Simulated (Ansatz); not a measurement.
SiO$_{2}$:
```
SiO2
1.0
    4.92105     0.00000     0.00000
   -2.46052     4.26175     0.00000
    0.00000     0.00000     5.41657
Si O
3 6
Direct
  0.53103   0.53103   0.00000
  0.46897   0.00000   0.33333
  0.00000   0.46897   0.66667
  0.26904   0.41321   0.78458
  0.58679   0.85583   0.11792
  0.14417   0.73096   0.45125
  0.41321   0.26904   0.21542
  0.85583   0.58679   0.88208
  0.73096   0.14417   0.54875
```

Relaxed with r²SCAN. Special points in fractions of this cell's reciprocal vectors: Γ (0.000, 0.000, 0.000); M (0.500, 0.000, 0.000); K (0.333, 0.333, 0.000); A (0.000, 0.000, 0.500); L (0.500, 0.000, 0.500); H (0.333, 0.333, 0.500).

Question: List the band energies nearest the valence-band maximum at these points for r²SCAN (plane waves, PAW; program Ansatz).

Answer: In eV from the valence-band maximum; about four levels below and three above (degenerate sets whole), none deeper than 8.9 eV; points with the same levels are listed once.

```tsv
k	below	above
Γ	-1.02 -1.02 -0.71 -0.30 -0.30	6.60 10.09 10.09
M	-1.03 -0.78 -0.27 -0.04	8.97 9.70 10.50
K	-1.22 -1.22 -0.44 -0.44 0.00	9.64 9.64 10.17
A	-1.22 -0.23 -0.23 -0.09	8.60 8.60 9.76
L	-0.89 -0.85 -0.60 -0.19	9.79 10.22 10.34
H	-0.94 -0.94 -0.76 -0.58 -0.58	9.94 10.51 10.51
```

Space group P3_121. Symmetry was held in the r²SCAN relaxation.

Potentials: the earlier of the program's two PAW sets.
